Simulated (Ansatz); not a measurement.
**Mn3Al (Fm-3m): electronic heat capacity from the density of states**

Level of theory: Ansatz, DFT PBEsol, scalar-relativistic, plane waves, PAW.

Plane waves to 420 eV, a k mesh through Γ of 12×12×12 on the computed 4-atom cell and Gaussian smearing (0.10 eV); collinear spin from starting moments -1.18 -1.18 2.4 0 μB.

Relaxed cell: Fm-3m, a = 5.683 Å, b = 5.683 Å, c = 5.683 Å, α = 90.00°, β = 90.00°, γ = 90.00°, 4 atoms in the primitive cell. Whether it is the stable form of this composition wasn't checked.

The density of states at the Fermi level is 5.969 states/eV in the cell of 4 atoms (1 formula unit; both spins, tetrahedra on a 18×18×18 mesh). The run ends with a moment of 0.00 μB a cell (largest on a site 2.19 μB), and the figure is for this state; a paramagnetic sample can have a quite different one. Another magnetic order, if the compound takes it, can change N(E_F) and the shape of the cell a good deal.

Problem. What Sommerfeld coefficient does this give?

Solution. Per formula unit N(E_F) = 5.969 states/eV. γ = (π²/3) k_B² N(E_F) N_A = 2.357 mJ/(mol K²) per state/eV, so γ = 14.1 mJ/(mol K²), a mole of formula units. This is the bare band result: a measured γ of the same phase and magnetic order is as a rule larger by a factor 1 + λ from phonons and spin fluctuations. N(E_F) at one energy is sensitive to the mesh where the density of states has sharp peaks.

Only this magnetic start was tried.